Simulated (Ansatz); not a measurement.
**Si₂W: computed property card**

Si2W:
```
Si2W
1.0
    4.57970     0.00000     0.00000
   -2.28985     3.96614     0.00000
    0.00000     0.00000     6.60884
Si W
6 3
Cartesian
  2.28985   2.66863   3.30442
 -1.16617   3.31738   5.50736
  1.12368   0.64875   1.10147
  0.00000   1.29751   3.30442
  3.45602   0.64875   5.50736
  1.16617   3.31738   1.10147
 -1.14493   1.98307   1.10147
  2.28985   0.00000   3.30442
  1.14493   1.98307   5.50736
```

Space group P6_222 (No. 180); conventional cell a = b = 4.5797 Å, c = 6.6088 Å, α = β = 90.00°, γ = 120.00°.

Method: r²SCAN (plane waves, PAW; program Ansatz). Structure relaxed to zero pressure with the same functional. Other levels are named where they apply.

### Cell and energy

```json
{
 "volume_per_atom": "13.34 Å³",
 "density": "9.96 g/cm³",
 "Formation energy from the elements (no fitted shifts)": "-0.24 eV/atom"
}
```

### Electronic structure

```json
{
  "band_gap": "0.12 eV (indirect)",
  "valence_band_maximum": "at L",
  "conduction_band_minimum": "at M (3 equivalent valleys)",
  "smallest_direct_gap_on_the_standard_path": "0.83 eV",
  "electron_effective_mass": "0.32, 0.32, 0.46 mₑ (principal values)",
  "hole_effective_mass": "0.38, 0.45, 0.57 mₑ (principal values)",
  "HSE06 gap on the r²SCAN cell": "0.44 eV",
  "Gap with spin–orbit coupling": "0.10 eV (the band order may be inverted)"
}
```

### Mechanics

```json
{
  "Bulk modulus (Birch–Murnaghan fit)": "237 GPa",
  "Pressure derivative B′": "4.4",
  "Elastic constants (relaxed ions, GPa)": "C11 = 465, C12 = 81.9, C13 = 150, C33 = 447, C44 = 156",
  "mechanical_stability": "stable (all eigenvalues of C positive)",
  "hill_bulk_and_shear_moduli": "238 and 165 GPa",
  "Young's modulus": "403 GPa",
  "Poisson's ratio": "0.22",
  "debye_temperature_from_the_elastic_constants": "566 K"
}
```

### Dielectric response

```json
{
 "Electronic dielectric constant ε∞ (DFPT)": "26.4 (xx = yy), 25.5 (zz)",
 "Static dielectric constant ε0 (ions relaxed, cell fixed)": "52.3 (xx = yy), 48.0 (zz)",
 "Born charges (a third of the trace)": "Si +3.97, W -7.95 e"
}
```

### Phonons

```json
{
  "Highest zone-centre frequency (without LO–TO term)": "422 cm^-1",
  "zone_centre_stability": "no imaginary mode at Γ",
  "dynamical_stability_on_the_path": "stable (no imaginary branch)",
  "zero_point_energy": "51.6 meV/atom",
  "Vibrational entropy at 300 K": "22.0 J/(K·mol of atoms)"
}
```

### Charges

```json
{
 "bader_charges": "Si -0.06, W +0.13 e"
}
```

The workflow started from a Materials Project entry (that database holds measured and hypothetical structures alike); the Crystallography Open Database copy checked does not list it. It is not the phase usual at ambient conditions (space group No. 139). Symmetry was held in the r²SCAN relaxation. No spin polarisation was allowed. The references are the lowest solids computed at this level, not always the standard phases. Scalar-relativistic: spin–orbit coupling is off unless named, which matters more the heavier the elements.

Potentials: the later of the program's two PAW sets.
